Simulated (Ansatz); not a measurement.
TaGe$_{2}$:
```
TaGe2
1.0
    4.57363     0.00000     0.00000
   -2.28681     3.96088     0.00000
    0.00000     0.00000     2.66977
Ta Ge
1 2
Direct
  0.00000   0.00000   0.00000
  0.33333   0.66667   0.50000
  0.66667   0.33333   0.50000
```

This is the LDA-relaxed structure.

Task: All from LDA (plane waves, PAW; program Ansatz), unless another level is named. Give the electronic character.

Result: metallic (no gap).

Task: And the formation energy from the elements (no fitted shifts)?

Result: 0.18 eV/atom.

Task: And the density of states at the Fermi level?

Result: 0.50 states/eV per atom (mean over ±0.08 eV).

Space group P6/mmm. The cell is a constructed one: a structure type filled with these elements; neither database checked (COD, Materials Project) lists it. COD files the formula under space group No. 180, so this cell is another polymorph or a model. Its standing as an ambient phase is unchecked. The LDA relaxation kept the symmetry of its start. At this level the phase is dynamically unstable (imaginary phonons). The run is not spin-polarised. The references are the lowest solids computed at this level, not always the standard phases. Spin–orbit coupling is left out wherever it is not named.

Potentials: the later of the program's two PAW sets.
